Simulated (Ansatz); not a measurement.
Input, command and steps of an Ansatz relaxation.

```yaml
crystal:
  lattice:
    - [3.8813823137, 0.0, 0.0]
    - [-1.9406911568, 3.3613756855, 0.0]
    - [0.0, 0.0, 6.3682317615]
  atoms:
    - { symbol: Zn, position: [0.3333333333, 0.6666666667, 0.0053880709] }
    - { symbol: Zn, position: [0.6666666667, 0.3333333333, 0.5053880709] }
    - { symbol: S, position: [0.3333333333, 0.6666666667, 0.3796119291] }
    - { symbol: S, position: [0.6666666667, 0.3333333333, 0.8796119291] }
basis:
  ecutwfc: 500
kpoints:
  mp_grid: { grid: [6, 6, 4] }
hamiltonian:
  xc: r2scan
scf:
  occupations: { method: gaussian, width: 0.02 }
output:
  forces: true
  stress: true
  eigenvalues: true
relax:
  adjacent_minimum: "off"
  f_tol: 0.01
  max_steps: 30
  cell: { stress_tol: 0.1, fix: [volume] }
```

```bash
ansatz run input.yaml --threads 1 --pin off --max-ram 2560MiB --backend cpu --events-out ev --progress --plain --runs-dir out
```

Method: Ansatz 0.2.0, DFT r2SCAN, scalar-relativistic, plane waves, PAW.

The volume is held at 1.06 times that of the relaxed cell.

Of 3 frames 3 are shown, positions in Å and forces in eV/Å; the SCF threshold varies from step to step. Steps run on the plane waves of an earlier cell, with a Pulay correction in the pressure. The basis is chosen afresh for the last frame, the zero of the energies, and at times for earlier ones too; energy and pressure step there, also at an unchanged geometry.

```xyz
4
Lattice="3.8814 0.0000 0.0000 -1.9407 3.3614 0.0000 0.0000 0.0000 6.3682" Properties=species:S:1:pos:R:3:forces:R:3 pbc="T T T" step=1 free_energy_over_end_meV_per_atom=0.02 pressure_GPa=-4.04
Zn    0.0000    2.2409    0.0343    0.0000    0.0000   -0.0122
Zn    1.9407    1.1205    3.2184    0.0000    0.0000   -0.0122
S     0.0000    2.2409    2.4175    0.0000    0.0000    0.0122
S     1.9407    1.1205    5.6016    0.0000    0.0000    0.0122
4
Lattice="3.8837 0.0000 0.0000 -1.9418 3.3634 0.0000 0.0000 0.0000 6.3608" Properties=species:S:1:pos:R:3:forces:R:3 pbc="T T T" step=2 free_energy_over_end_meV_per_atom=0.00 pressure_GPa=-4.04
Zn    0.0000    2.2422    0.0328    0.0000    0.0000   -0.0061
Zn    1.9418    1.1211    3.2132    0.0000    0.0000   -0.0061
S     0.0000    2.2422    2.4161    0.0000    0.0000    0.0061
S     1.9418    1.1211    5.5964    0.0000    0.0000    0.0061
4
Lattice="3.8837 0.0000 0.0000 -1.9418 3.3634 0.0000 0.0000 0.0000 6.3608" Properties=species:S:1:pos:R:3:forces:R:3 pbc="T T T" step=3 free_energy_over_end_meV_per_atom=0.00 pressure_GPa=-4.04
Zn    0.0000    2.2422    0.0328    0.0000    0.0000   -0.0061
Zn    1.9418    1.1211    3.2132    0.0000    0.0000   -0.0061
S     0.0000    2.2422    2.4161    0.0000    0.0000    0.0061
S     1.9418    1.1211    5.5964    0.0000    0.0000    0.0061
```

The run took 37 s on 1 thread of Intel(R) Xeon(R) Platinum 8259CL CPU @ 2.50GHz (Skylake/Cascade Lake), on a shared host, peak memory 0.56 GiB.